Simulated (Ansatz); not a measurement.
According to r²SCAN in the plane-wave PAW code Ansatz, AlPd in the orthorhombic phase (Cmcm; Al on 4c, Pd on 4c) relaxes to a = 2.795 Å, b = 10.034 Å, c = 4.215 Å. Its formation energy from the elements is -70 kJ/mol of atoms, with no fitted shifts.

Electronic character: metallic (no gap).

An equation-of-state fit gives a bulk modulus of 153 GPa. Bader charges are Al +1.74, Pd -1.74 e.

The start of the workflow was typed in or built on a structure type; neither database checked (COD, Materials Project) lists it. Whether it is the stable phase at ambient conditions was not checked. The cell was relaxed with r²SCAN under the symmetry of its start; its stability against distortions is not shown here. No spin polarisation was allowed. Axis ratios of metals converge slowly with the k-mesh, so a and c are less sure than the volume. The references are the lowest solids computed at this level, not always the standard phases. Scalar-relativistic: spin–orbit coupling is off unless named, which matters more the heavier the elements.

Potentials: the later of the program's two PAW sets.
